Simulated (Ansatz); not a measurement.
Ansatz (a first-principles code) input:

Ansatz 0.2 input:
```yaml
crystal:
  lattice:
    - [2.7384620349, 1.581051793, 4.6012374986]
    - [-2.7384620349, 1.581051793, 4.6012374986]
    - [0.0, -3.162103586, 4.6012374986]
  atoms:
    - { symbol: Ta, position: [0.0, 0.0, 0.0] }
    - { symbol: Ta, position: [0.5, 0.5, 0.5] }
    - { symbol: Ag, position: [0.75, 0.75, 0.75] }
    - { symbol: Ag, position: [0.25, 0.25, 0.25] }
    - { symbol: O, position: [0.8178585319, 0.6821414681, 0.25] }
    - { symbol: O, position: [0.1821414681, 0.3178585319, 0.75] }
    - { symbol: O, position: [0.25, 0.8178585319, 0.6821414681] }
    - { symbol: O, position: [0.75, 0.1821414681, 0.3178585319] }
    - { symbol: O, position: [0.6821414681, 0.25, 0.8178585319] }
    - { symbol: O, position: [0.3178585319, 0.75, 0.1821414681] }
kpoints:
  mp_grid: { grid: [6, 6, 6] }
hamiltonian:
  xc: pbesol
  pseudopotentials: { kind: paw }
scf:
  occupations: { method: fixed }
dielectric: {}
```

Output (shortened):

```
Pseudopotential: Ta, paw, valence charge 13
Pseudopotential: Ag, paw, valence charge 19
Pseudopotential: O, paw, valence charge 6
Functional definition: PBEsol
Crystal: 10 atoms, lattice volume = 119.530 Å³
Basis set: ecut = 420 eV, 2307 PW (Γ), exchange–correlation on 80×80×80 points (8 copies of the dense FFT grid, shifted against one another)
Bands: 60, of which v1, the nominal top of the filled ones, is band 50 counted from 1 (49 counted from 0)
Symmetry: 12 space group operations
k-points: 68 of 216 (irreducible under 2 space group operations, time reversal used)
SCF iter   1: F=—  HF=-38027.465067 eV  |F-HF|=—  |Δ(HF+E_count)|=         —  Δρ=1.83e-2  dr2=3.39e-1  ethr=1.77e-3  ⟨swp⟩=4.7  Hψ=13329  notcnv=0  defer=478
preconditioner: auto → Resta (q_TF=auto, 2.648 Å⁻¹)
SCF iter   2: F=—  HF=-38027.385841 eV  |F-HF|=—  |Δ(HF+E_count)|=   7.92e-2  Δρ=3.49e-3  dr2=9.97e-3  ethr=3.39e-4  ⟨swp⟩=2.0  Hψ=6847  notcnv=0  defer=533
SCF iter   3: F=—  HF=-38027.384350 eV  |F-HF|=—  |Δ(HF+E_count)|=   1.49e-3  Δρ=1.53e-3  dr2=2.29e-3  ethr=9.97e-6  ⟨swp⟩=2.0  Hψ=6040  notcnv=0  defer=539
SCF iter   4: F=—  HF=-38027.384209 eV  |F-HF|=—  |Δ(HF+E_count)|=   1.41e-4  Δρ=4.88e-4  dr2=2.54e-4  ethr=2.29e-6  ⟨swp⟩=2.2  Hψ=6097  notcnv=0  defer=541
SCF iter   5: F=—  HF=-38027.384199 eV  |F-HF|=—  |Δ(HF+E_count)|=   1.06e-5  Δρ=1.15e-4  dr2=1.39e-5  ethr=2.54e-7  ⟨swp⟩=2.6  Hψ=6406  notcnv=0  defer=158
SCF iter   6: F=—  HF=-38027.384204 eV  |F-HF|=—  |Δ(HF+E_count)|=   5.04e-6  Δρ=2.39e-5  dr2=7.65e-7  ethr=1.39e-8  ⟨swp⟩=2.0  Hψ=5924  notcnv=0  defer=158
SCF iter   7: F=—  HF=-38027.384208 eV  |F-HF|=—  |Δ(HF+E_count)|=   4.42e-6  Δρ=4.53e-6  dr2=1.92e-8  ethr=7.65e-10  ⟨swp⟩=2.2  Hψ=6236  notcnv=0  defer=158
SCF iter   8: F=—  HF=-38027.384208 eV  |F-HF|=—  |Δ(HF+E_count)|=   9.03e-9  Δρ=1.19e-6  dr2=1.16e-9  ethr=1.92e-11  ⟨swp⟩=2.2  Hψ=6543  notcnv=0  defer=158
SCF iter   9: F=-38027.384208 eV  HF=-38027.384208 eV  |F-HF|=7.28e-12  |Δ(HF+E_count)|=  9.09e-10  Δρ=1.74e-7  dr2=2.58e-11  ethr=1.00e-12  ⟨swp⟩=10.3  Hψ=12350  notcnv=0
SCF 1 converged in 9 iterations: F = -38027.384208 eV  dr2 = 2.58e-11
NSCF: frozen V_eff on 5 k-points
DFPT response loops at Γ: preconditioner auto → Resta (q_TF=auto, 2.648 Å⁻¹)  ε∞=5.8 (no band partly filled) …
── the response to a field inside a basis, on 6×6×6 k-points: an SCF that follows is theirs, and a resumed run solves both again ──
Crystal: 10 atoms, lattice volume = 119.530 Å³
Bands: 51, of which v1, the nominal top of the filled ones, is band 50 counted from 1 (49 counted from 0)
k-points: 28 of 216
SCF iter   1: F=—  HF=-38027.132206 eV  |F-HF|=—  |Δ(HF+E_count)|=         —  Δρ=6.34e-4  dr2=1.37e-4  ethr=1.00e-1
preconditioner: auto → Resta (q_TF=auto, 2.648 Å⁻¹)
SCF iter   2: F=—  HF=-38027.132252 eV  |F-HF|=—  |Δ(HF+E_count)|=   4.66e-5  Δρ=3.29e-4  dr2=4.71e-5  ethr=1.37e-7
SCF iter   3: F=—  HF=-38027.132279 eV  |F-HF|=—  |Δ(HF+E_count)|=   2.71e-5  Δρ=1.19e-4  dr2=7.10e-6  ethr=4.71e-8
SCF iter   4: F=—  HF=-38027.132282 eV  |F-HF|=—  |Δ(HF+E_count)|=   2.51e-6  Δρ=3.06e-5  dr2=8.12e-7  ethr=7.10e-9
SCF iter   5: F=-38027.132282 eV  HF=-38027.132282 eV  |F-HF|=4.77e-8  |Δ(HF+E_count)|=   1.44e-8  Δρ=1.18e-5  dr2=9.72e-8  ethr=8.12e-10
SCF 1 converged in 5 iterations: F = -38027.132282 eV  dr2 = 9.72e-8
DFPT response loops at Γ: preconditioner auto → Resta (q_TF=auto, 2.648 Å⁻¹)  ε∞=5.6 (no band partly filled) …
SCF converged after 9 iterations
Free energy (F): -38027.384208 eV
Harris-Foulkes:  -38027.384208 eV  (|F-HF|=7.28e-12)
Internal energy: -38027.384208 eV  (E = F + TS)
E sigma→0 (E₀):  -38027.384208 eV
Fermi energy:    11.818035 eV
--- Per-component energies (eV) ---
  E_band       = -855.653482
  E_kinetic    = 2829.958446
  E_local      = -8065.239265  (includes V_loc(G=0)·N_el)
  E_nonlocal   = 497.463108
  E_hartree    = 3294.338281
  E_xc         = -1231.612744
  E_vxc        = -1428.214479  (∫ρ·V_xc dr)
  E_paw        = -25135.892149  (= ΣΔE_a)
  E_vpaw       = -1278.312833  (= ΣTr[D̂ρ^β])
  E_aug_tail   = 0.015153  (compensation charges beyond the density's cutoff)
  E_ewald      = -10217.699536
  E_core_change = 1.284498  (= ΣΔE_core)
  E_smearing   =  0.000000  (= −TS)
  E_closure    = 0.000000  (closes the sum)
  Σ components = -38027.384208   (vs F -38027.384208, Δ=0.00e0)
  [band-id]    e_kinetic+e_local+e_nonlocal+2·e_hartree+e_vxc+e_vpaw+e_augmentation_tail = -855.653309   (vs E_band -855.653482, Δ=1.73e-4)
--- Band table (eV; the first three rows and the last of 68) ---
  k-point 0: bands = ["-77.1288", "-77.1287", "-56.3226", "-56.3206", "-40.7016", "-40.7016", "-40.7002", "-40.7002", "-40.6959", "-40.6945", "-22.9544", "-22.9544", "-22.9379", "-22.8608", "-22.8608", "-22.8395", "-6.6663", "-5.8027", "-5.8027", "-4.8010", …
  k-point 1: bands = ["-77.1288", "-77.1287", "-56.3225", "-56.3207", "-40.7015", "-40.7015", "-40.7003", "-40.7003", "-40.6958", "-40.6946", "-22.9484", "-22.9482", "-22.9314", "-22.8675", "-22.8672", "-22.8462", "-6.5540", "-5.7443", "-5.7423", "-4.9351", …
  k-point 2: bands = ["-77.1288", "-77.1287", "-56.3221", "-56.3211", "-40.7013", "-40.7013", "-40.7006", "-40.7006", "-40.6955", "-40.6948", "-22.9318", "-22.9314", "-22.9136", "-22.8853", "-22.8846", "-22.8645", "-6.2403", "-5.5819", "-5.5735", "-5.3072", …
  k-point 67: bands = ["-77.1287", "-77.1287", "-56.3216", "-56.3216", "-40.7009", "-40.7009", "-40.7009", "-40.7009", "-40.6952", "-40.6952", "-22.9081", "-22.9081", "-22.9081", "-22.9081", "-22.8899", "-22.8899", "-5.8106", "-5.8106", "-5.3276", "-5.3276", …
--- Dielectric response (ions clamped): 3 representative field directions + reference, inside a basis on a mesh of 216 k-points (Σ response iterations 15) ---
  ε∞ (high-frequency dielectric tensor):
        6.919758     0.000000     0.000000
        0.000000     6.919758     0.000000
        0.000000     0.000000     6.934736
  Born effective charges Z* (e; rows j = field, columns β = displacement):
    site 0:
         8.69262    0.75966    0.00000
        -0.75966    8.69262    0.00000
         0.00000    0.00000    8.95546
    site 1:
         8.69262   -0.75966    0.00000
         0.75966    8.69262    0.00000
         0.00000    0.00000    8.95546
    site 2:
         1.40723    0.00000    0.00000
         0.00000    1.40723    0.00000
         0.00000    0.00000    1.36242
    site 3:
         1.40723    0.00000    0.00000
         0.00000    1.40723    0.00000
         0.00000    0.00000    1.36242
    site 4:
        -1.95151    0.00000    0.00000
         0.00000   -4.78172   -2.20759
         0.00000   -2.28805   -3.43929
    site 5:
        -1.95151    0.00000    0.00000
         0.00000   -4.78172   -2.20759
         0.00000   -2.28805   -3.43929
    site 6:
        -4.07417   -1.22551    1.91183
        -1.22551   -2.65907    1.10379
         1.98151    1.14403   -3.43929
    site 7:
        -4.07417   -1.22551    1.91183
        -1.22551   -2.65907    1.10379
         1.98151    1.14403   -3.43929
    site 8:
        -4.07417    1.22551   -1.91183
         1.22551   -2.65907    1.10379
        -1.98151    1.14403   -3.43929
    site 9:
        -4.07417    1.22551   -1.91183
         1.22551   -2.65907    1.10379
        -1.98151    1.14403   -3.43929
  Z* charge neutrality: 1.139e-2 e pre-enforcement
  solved inside a basis spanned on kpoints, on 6×6×6 k-points, its susceptibility summed on 10×10×10: ε∞ is read to err by 2.6e-2, Z* by 7.6e-2 e (field_mesh …
```

Cost: very roughly 3 core-minutes on shared cores.

Space group R-3c. The workflow started from a Materials Project entry (that database holds measured and hypothetical structures alike); the Crystallography Open Database copy checked does not list it. COD files the formula under space group No. 161, so this cell is another polymorph or a model. Its standing as an ambient phase is unchecked. The PBEsol relaxation kept the symmetry of its start; phonons on a q-mesh show no instability. The run is not spin-polarised. Scalar-relativistic: spin–orbit coupling is off unless named, which matters more the heavier the elements.

Potentials: the later of the program's two PAW sets.

Ansatz is a plane-wave DFT program.
